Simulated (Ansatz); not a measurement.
NiBi3:
```yaml
crystal:
  lattice:
    - [4.64923, 0.00000, 0.00000]
    - [0.00000, 4.64923, 0.00000]
    - [0.00000, 0.00000, 4.64923]
  atoms:
    - { symbol: Bi, position: [0.00000, 0.50000, 0.50000] }
    - { symbol: Bi, position: [0.50000, 0.50000, 0.00000] }
    - { symbol: Bi, position: [0.50000, 0.00000, 0.50000] }
    - { symbol: Ni, position: [0.00000, 0.00000, 0.00000] }
```

Relaxed with PBEsol. Special points in fractions of this cell's reciprocal vectors: Γ (0.000, 0.000, 0.000); X (0.000, 0.500, 0.000); M (0.500, 0.500, 0.000); R (0.500, 0.500, 0.500).

Q: List the band energies nearest the Fermi level at these points for the program Ansatz at the PBEsol with spin–orbit coupling level (PAW).

A: In eV from the Fermi level; about four levels below and three above (degenerate sets whole), none deeper than 8.9 eV; points with the same levels are listed once.

```csv
k,below,above
Γ,-0.82 -0.82 -0.82 -0.82 -0.55 -0.55,0.81 0.81 0.81 0.81
X,-0.47 -0.47 -0.18 -0.18,0.88 0.88 1.98 1.98
M,-0.49 -0.49 -0.47 -0.47,0.41 0.41 0.58 0.58
R,-0.70 -0.70 -0.70 -0.70 -0.66 -0.66,3.95 3.95 4.04 4.04 4.04 4.04
```

Space group Pm-3m (Cu3Au type). A made-up cell: these elements were put on the sites of a structure type; neither database checked (COD, Materials Project) lists it. Its standing as an ambient phase is unchecked. The PBEsol relaxation kept the symmetry of its start. At this level the phase is dynamically unstable (imaginary phonons). The workflow began spin-polarised and lost its moments.

Potentials: the earlier of the program's two PAW sets. The files were generated under PBE; for other functionals the program regenerates the frozen cores, and for LDA and PBEsol the local potential too.
